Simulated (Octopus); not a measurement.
Si (Fd-3m, No. 227), cubic lattice constant 5.444 Å. The cell is a database entry, not relaxed again.

Method: LDA in Octopus 16.4; grid spacing about 0.26 Å, Γ-centred 6×6×6 k-mesh, Fermi-Dirac smearing of 0.01 eV, no spin polarisation; PseudoDojo 0.4 LDA potentials. The cell is scaled uniformly. Energies of the lowest empty band count from each cell's highest valence level among the special points, at Γ; they are Kohn-Sham values at fixed points of the zone, Δ being held at 0.85 of Γ–X, not searched. At Γ the level is degenerate.

```tsv
a (Å)	ln(V/V₀)	Γ (eV)	Δ (eV)	L (eV)
5.199	-0.1381	2.580	0.230	1.891
5.253	-0.1069	2.570	0.293	1.776
5.308	-0.0760	2.559	0.352	1.663
5.362	-0.0453	2.546	0.408	1.552
5.416	-0.0150	?	?	?
5.444	0.0000	2.526	0.485	1.387
5.498	0.0299	2.511	0.532	1.280
```

V₀ is the volume of the database cell.

### Question
Fit each column by a quadratic in ln V through the rows shown. Give the volume deformation potentials dE/d ln V at the withheld row, and predict that row.

### Answer
Fits: Γ: 2.526 −0.48 x −0.6 x²; Δ: 0.485 +1.63 x −1.6 x²; L: 1.387 −3.61 x +0.2 x², with x = ln(V/V₀). At x = -0.0150 the slopes are −0.5 eV (Γ), +1.7 eV (Δ), −3.6 eV (L). Predicted against computed: 2.533 against 2.533 eV, 0.460 against 0.460 eV, 1.442 against 1.441 eV.

The lowest of these levels is that at Δ in all rows.
